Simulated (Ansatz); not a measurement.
Rb2P2Pd:
```xyz
10
Lattice="3.3002 -7.2648 0.0000 3.3002 7.2648 0.0000 0.0000 0.0000 6.0410" Properties=species:S:1:pos:R:3 pbc="T T T"
Rb     3.3002    -4.1885     1.5102
Rb     3.3002     4.1885     4.5307
Rb     3.3002     1.1649     1.5102
Rb     3.3002    -1.1649     4.5307
P      5.5170    -1.5367     1.5102
P      1.0833     1.5367     4.5307
P      5.5170     1.5367     4.5307
P      1.0833    -1.5367     1.5102
Pd     0.0000     0.0000     0.0000
Pd     0.0000     0.0000     3.0205
```

Relaxed with r²SCAN. Special points in fractions of this cell's reciprocal vectors: Γ (0.000, 0.000, 0.000); Y (-0.500, 0.500, 0.000); C0 (-0.302, 0.698, 0.000); Σ0 (0.302, 0.302, 0.000); Z (0.000, 0.000, 0.500); A0 (0.302, 0.302, 0.500); E0 (-0.302, 0.698, 0.500); T (-0.500, 0.500, 0.500); S (0.000, 0.500, 0.000); R (0.000, 0.500, 0.500).

Problem. List the band energies nearest the valence-band maximum at these points for plane-wave PAW r²SCAN with spin–orbit coupling (Ansatz code).

Solution. In eV from the valence-band maximum; about four levels below and three above (degenerate sets whole), none deeper than 8.9 eV; points with the same levels are listed once.

| k | below | above |
|---|---|---|
| Γ | -0.45 -0.45 0.00 0.00 | 1.40 1.40 1.73 1.73 |
| Y | -0.68 -0.68 -0.02 -0.02 | 2.03 2.03 2.19 2.19 |
| C0 | -0.72 -0.72 -0.04 -0.04 | 1.37 1.37 1.60 1.60 |
| Z | -0.16 -0.16 -0.16 -0.16 | 1.92 1.92 1.92 1.92 |
| A0 | -0.45 -0.45 -0.44 -0.44 | 1.38 1.38 1.39 1.39 |
| T | -0.11 -0.11 -0.11 -0.11 | 1.58 1.58 1.58 1.58 |
| S | -0.67 -0.67 -0.04 -0.04 | 1.31 1.31 1.50 1.50 |
| R | -0.46 -0.46 -0.46 -0.46 | 1.40 1.40 1.40 1.40 |

Space group Cmcm. The workflow started from a Materials Project entry (that database holds measured and hypothetical structures alike); the Crystallography Open Database copy checked does not list it. Its standing as an ambient phase is unchecked. The cell was relaxed with r²SCAN under the symmetry of its start; whether a distortion lowers the energy is not shown. The run is not spin-polarised.

Potentials: the later of the program's two PAW sets.
